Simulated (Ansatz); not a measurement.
BeS:
```cif
data_BeS
_chemical_formula_sum 'Be1 S1'
_space_group_name_H-M_alt 'P 1'
_space_group_IT_number 1
_cell_length_a 2.89467
_cell_length_b 2.89467
_cell_length_c 2.89467
_cell_angle_alpha 90.000
_cell_angle_beta 90.000
_cell_angle_gamma 90.000
loop_
_space_group_symop_operation_xyz
  'x, y, z'
loop_
_atom_site_label
_atom_site_type_symbol
_atom_site_fract_x
_atom_site_fract_y
_atom_site_fract_z
_atom_site_occupancy
Be1 Be 0.00000 0.00000 0.00000 1
S1 S 0.50000 0.50000 0.50000 1
```

Relaxed with PBEsol.

Question: Decompose the optical modes at the zone centre into irreducible representations, and say which are infrared and Raman allowed.

Answer: Point group m-3m: Γ_opt = T1u. Infrared: T1u. Raman: none.

Question: Assign frequencies (DFPT, plane-wave PAW PBEsol (Ansatz code)).

Answer: T1u 306i cm⁻¹.

Space group Pm-3m (CsCl type). The cell is a constructed one: a structure type filled with these elements; neither database checked (COD, Materials Project) lists it. COD files the formula under space group No. 216. Its standing as an ambient phase is unchecked. Symmetry was held in the PBEsol relaxation. At this level the phase is dynamically unstable (imaginary phonons). As this level gives no gap, phonon frequencies hold no LO–TO term and depend on the k-mesh and smearing (Fermi–Dirac, 0.1 eV here).

Potentials: the earlier of the program's two PAW sets. The files were generated under PBE; for other functionals the program regenerates the frozen cores, and for LDA and PBEsol the local potential too.
